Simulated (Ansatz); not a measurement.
Given:

Sr:
Space group Pm-3m (No. 221); a = 3.818 Å, b = 3.818 Å, c = 3.818 Å, α = 90.00°, β = 90.00°, γ = 90.00°

```json
[
 {"atom": "Sr", "site": "1a", "symmetry": "m-3m", "x": "0.0000", "y": "0.0000", "z": "0.0000"}
]
```

This is the r²SCAN-relaxed structure.

### Question
All from plane-wave PAW r²SCAN (Ansatz code), unless another level is named. Predict the density of states at the Fermi level.

### Answer
0.86 states/eV per atom (mean over ±0.08 eV).

### Question
What about the gap with spin–orbit coupling?

### Answer
none (metallic).

A made-up cell: these elements were put on the sites of a structure type; neither database checked (COD, Materials Project) lists it. It is not the phase usual at ambient conditions (space group No. 225). Symmetry was held in the r²SCAN relaxation. At this level the phase is dynamically unstable (imaginary phonons). Scalar-relativistic: spin–orbit coupling is off unless named, which matters more the heavier the elements.

Potentials: the later of the program's two PAW sets.
